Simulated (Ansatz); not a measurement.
NaI (rock salt, Fm-3m), plane-wave PAW r²SCAN (Ansatz code). The conduction-band minimum lies at Γ, with 1 equivalent valley. Second derivatives d²E/dk² of the lowest band at one valley (eV·Å²), along Cartesian directions:

```csv
direction,d²E/dk²
[100],27.05
[010],27.05
[001],27.05
[110],27.04
[101],27.04
[011],27.04
```

Question: Find the principal effective masses, the density-of-states mass and the conductivity mass.

Answer: Off-diagonal terms follow from H_xy = H[110] − (H_xx + H_yy)/2, and m*/mₑ = 7.620 eV·Å² over each eigenvalue: 0.28, 0.28, 0.28. One valley's DOS mass (m₁m₂m₃)^(1/3) = 0.28, conductivity mass 3/(Σ 1/mᵢ) = 0.28 mₑ.

Question: What effective density of states Nc follows at 300 K for parabolic valleys?

Answer: Nc = 2.509e19 × 1 × (0.28)^(3/2) ≈ 3.7e18 cm⁻³.

Symmetry was held in the r²SCAN relaxation. Scalar-relativistic: spin–orbit coupling is off unless named, which matters more the heavier the elements.

Potentials: the later of the program's two PAW sets.

Edges and masses are those of Kohn–Sham bands, whose gap is no quasiparticle gap.
